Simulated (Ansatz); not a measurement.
Te$_{2}$Mo:
```yaml
crystal:
  lattice:
    - [3.49661, 0.00000, 0.00000]
    - [-1.74830, 3.02815, 0.00000]
    - [0.00000, 0.00000, 13.69964]
  atoms:
    - { symbol: Mo, position: [0.33333, 0.66667, 0.25000] }
    - { symbol: Mo, position: [0.66667, 0.33333, 0.75000] }
    - { symbol: Te, position: [0.33333, 0.66667, 0.61736] }
    - { symbol: Te, position: [0.66667, 0.33333, 0.11736] }
    - { symbol: Te, position: [0.33333, 0.66667, 0.88264] }
    - { symbol: Te, position: [0.66667, 0.33333, 0.38264] }
```

Relaxed with PBE+D3(BJ).

Question: Give the Bader charges and basin volumes of the independent atoms, plane-wave PAW PBE+D3(BJ) (Ansatz code).

Answer: 

```csv
atom,Bader charge (e),Bader volume (Å³)
Mo1,+0.58,16.2
Te3,-0.29,28.1
```

Space group P6_3/mmc. Symmetry was held in the PBE+D3(BJ) relaxation. The run is not spin-polarised. Scalar-relativistic: spin–orbit coupling is off unless named, which matters more the heavier the elements.

Potentials: the later of the program's two PAW sets.
